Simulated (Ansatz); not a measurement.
All numbers below come from DFT PBE, scalar-relativistic, plane waves, PAW (Ansatz). Cutoff 420 eV, Γ-centred 12×12×6 mesh (8-atom cell), Gaussian smearing of 0.10 eV, no spin polarisation.

Formation energies are uncorrected and refer to the elements' standard structures at the same level (N₂ as a molecule).

Question: Give a relaxed trial structure of a tetragonal metal with formula ZrTi₃N₄, with a formation energy near −1.67 eV/atom and a density near 5.84 g/cm³, in a cell of 8 atoms.

Answer: ZrTi₃N₄, space group P4/mmm (No. 123). Zr is surrounded by 6 N at 2.18–2.24 Å, 4 Zr at 3.08 Å and 8 Ti at 3.16 Å; around Ti on a site of symmetry 4/mmm lie 6 N at 2.10–2.18 Å; Ti on a site of symmetry 4mm is surrounded by 6 N at 2.06–2.28 Å, 8 Ti at 3.00–3.08 Å and 4 Zr at 3.16 Å; N on a site of symmetry 4mm has 5 Ti at 2.10–2.18 Å and 1 Zr at 2.24 Å; 2 more sites not described.

```yaml
crystal:
  lattice:
    - [3.08469, 0.00000, 0.00000]
    - [0.00000, 3.08469, 0.00000]
    - [0.00000, 0.00000, 8.68915]
  atoms:
    - { symbol: Zr, position: [0.00000, 0.00000, 0.00000] }
    - { symbol: Ti, position: [0.00000, 0.00000, 0.50000] }
    - { symbol: Ti, position: [0.50000, 0.50000, 0.26259] }
    - { symbol: Ti, position: [0.50000, 0.50000, 0.73741] }
    - { symbol: N, position: [0.00000, 0.00000, 0.74170] }
    - { symbol: N, position: [0.50000, 0.50000, 0.50000] }
    - { symbol: N, position: [0.00000, 0.00000, 0.25830] }
    - { symbol: N, position: [0.50000, 0.50000, 0.00000] }
```

* Volume per atom: 10.33 Å³
* Density: 5.84 g/cm³
* Energy over the elements: −1.67 eV/atom
* Gap on the 12×12×6 mesh of the 8-atom cell: 0 eV (a metal)

It was reached by relaxing an invented guess, and it needn't be the stable form of this composition. The answer needn't be unique; the calculation gave this one.

Symmetry constrained the relaxation, so the result can be a saddle point.
